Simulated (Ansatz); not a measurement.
Mg2ZnO3:
```
CELL_PARAMETERS angstrom
      2.99675     0.00000     0.00000
     -1.49838     2.59526     0.00000
      0.00000     0.00000     7.30680
ATOMIC_POSITIONS crystal
  Mg 0.33333 0.66667 0.66632
  Mg 0.66667 0.33333 0.33368
  Zn 0.00000 0.00000 0.00000
  O  0.33333 0.66667 0.17118
  O  0.66667 0.33333 0.82882
  O  0.00000 0.00000 0.50000
```

Tensor components refer to the Cartesian frame of this cell.

**Question.** Give the high-frequency dielectric tensor and the Born effective charge tensors of the independent atoms from DFPT, the program Ansatz at the PBEsol level (PAW).

**Answer.** 
ε∞:
```
3.82  0.00  0.00
0.00  3.82  0.00
0.00  0.00  3.74
```
Z* of atom 1 (Mg), rows: field, columns: displacement, in e:
```
2.00  0.00  0.00
0.00  2.00  0.00
0.00  0.00  2.22
```
Z* of atom 3 (Zn), rows: field, columns: displacement, in e:
```
2.36  0.00  0.00
0.00  2.36  0.00
0.00  0.00  1.83
```
Z* of atom 4 (O), rows: field, columns: displacement, in e:
```
-2.18   0.00   0.00
 0.00  -2.18   0.00
 0.00   0.00  -2.01
```
Z* of atom 6 (O), rows: field, columns: displacement, in e:
```
-2.00   0.00   0.00
 0.00  -2.00   0.00
 0.00   0.00  -2.24
```

Space group P-3m1. The first step of the workflow began from a Materials Project structure, measured or hypothetical; the Crystallography Open Database copy checked does not list it. With Mg and Zn taken as one species the cell has the higher symmetry Fm-3m, so it may be an ordered model of a mixed-site phase. Its standing as an ambient phase is unchecked. Symmetry was held in the PBEsol relaxation; its stability against distortions is not shown here.

Potentials: the later of the program's two PAW sets.
